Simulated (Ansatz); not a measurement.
Total density of states per atom from r²SCAN in the plane-wave PAW code Ansatz, in 0.25 eV bins, energy from the valence-band maximum:

| E (eV) | states/eV/atom |
|---|---|
| -5.30 | 0.00 |
| -5.05 | 0.12 |
| -4.80 | 0.53 |
| -4.55 | 0.76 |
| -4.30 | 1.04 |
| -4.05 | 0.88 |
| -3.80 | 0.77 |
| -3.55 | 0.78 |
| -3.30 | 0.72 |
| -3.05 | 0.72 |
| -2.80 | 0.78 |
| -2.55 | 0.77 |
| -2.30 | 0.77 |
| -2.05 | 0.88 |
| -1.80 | 0.96 |
| -1.55 | 0.98 |
| -1.30 | 0.92 |
| -1.05 | 0.83 |
| -0.80 | 1.03 |
| -0.55 | 0.91 |
| -0.30 | 0.74 |
| -0.05 | 0.10 |
| 0.20 | 0.00 |
| 0.45 | 0.00 |
| 0.70 | 0.00 |
| 0.95 | 0.00 |
| 1.20 | 0.00 |
| 1.45 | 0.00 |
| 1.70 | 0.00 |
| 1.95 | 0.00 |
| 2.20 | 0.00 |
| 2.45 | 0.00 |
| 2.70 | 0.00 |
| 2.95 | 0.00 |
| 3.20 | 0.00 |
| 3.45 | 0.00 |
| 3.70 | 0.00 |
| 3.95 | 0.00 |
| 4.20 | 0.00 |
| 4.45 | 0.34 |
| 4.70 | 0.63 |
| 4.95 | 0.81 |
| 5.20 | 0.78 |
| 5.45 | 0.64 |
| 5.70 | 0.71 |
| 5.95 | 1.03 |
| 6.20 | 0.48 |
| 6.45 | 0.63 |
| 6.70 | 0.55 |
| 6.95 | 0.62 |
| 7.20 | 0.55 |
| 7.45 | 0.35 |
| 7.70 | 0.35 |
| 7.95 | 0.80 |
| 8.20 | 0.56 |
| 8.45 | 0.71 |
| 8.70 | 0.35 |
| 8.95 | 0.43 |
| 9.20 | 0.57 |

Question: Which compound is it?
(A) ZrO2, Pca2_1 (Zr on 4a, O on 4a, O on 4a)
(B) HfH2, I4/mmm (Hf on 2a, H on 4d)
(C) Zr2CN, R-3m (Zr on 6c, C on 3a, N on 3b)
(D) CrO2, rutile

Answer: A, ZrO2, Pca2_1 (Zr on 4a, O on 4a, O on 4a). Top 1 eV of the valence band: O 2p 93 %. Bottom 1 eV of the conduction band: Zr 4d 88 %, O 2p 9 %. Projections are on Löwdin-orthogonalised atomic valence shells; empty p or d shells of many metals are not among them.

Symmetry was held in the r²SCAN relaxation. The run is not spin-polarised. Spin–orbit coupling is left out wherever it is not named.

Potentials: the later of the program's two PAW sets.
